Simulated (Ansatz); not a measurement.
MgTl (CsCl type, Pm-3m) under volume change, plane-wave PAW PBEsol (Ansatz code), scaled uniformly.

```
V (Å³/atom)  E − E(relaxed) (meV/atom)  P (GPa)
-----------  -------------------------  -------
21.645                            28.6     4.65
22.359                            12.0     2.84
23.072                             2.8     1.31
23.786                             0.0     0.00
24.500                             2.5    -1.10
25.213                             9.5    -2.03
25.927                            20.3    -2.80
```

Task: What does a third-order Birch–Murnaghan fit give for V₀, B₀ and B′?

Result: V₀ = 23.79 Å³/atom, B₀ = 39.7 GPa, B′ = 4.6.

The workflow started from an entry of the Crystallography Open Database (COD). Its standing as an ambient phase is unchecked. The PBEsol relaxation kept the symmetry of its start; of distortions, only those at the zone centre were tested. Spin–orbit coupling is left out wherever it is not named.

Potentials: the later of the program's two PAW sets.
